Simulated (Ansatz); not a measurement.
Input:

K2H6PbO6:
Space group R-3, hexagonal axes (No. 148); a = b = 6.6035 Å, c = 11.9313 Å, α = β = 90.00°, γ = 120.00°

```csv
atom,site,symmetry,x,y,z
K,6c,3.,0.0000,0.0000,0.2948
H,18f,1,0.0060,0.4327,0.1849
Pb,3a,-3.,0.0000,0.0000,0.0000
O,18f,1,0.0943,0.3038,0.1035
```
(The calculation used a cell of 15 atoms; values per cell refer to that cell.)

This is the LDA-relaxed structure.

### Question
All from DFT-LDA in the program Ansatz with PAW potentials, unless another level is named. Give the formation energy from the elements (no fitted shifts).

### Answer
-1.31 eV/atom.

### Question
And the smallest direct gap on the standard path?

### Answer
2.28 eV.

### Question
What about the electron effective mass?

### Answer
0.41, 0.45, 0.45 mₑ (principal values).

The workflow started from a Materials Project entry (that database holds measured and hypothetical structures alike); the Crystallography Open Database copy checked does not list it. Whether it is the stable phase at ambient conditions was not checked. Symmetry was held in the LDA relaxation; phonons on a q-mesh show no instability. The references are the lowest solids computed at this level, not always the standard phases (solids in place of the gases). Scalar-relativistic: spin–orbit coupling is off unless named, which matters more the heavier the elements.

Potentials: the later of the program's two PAW sets.
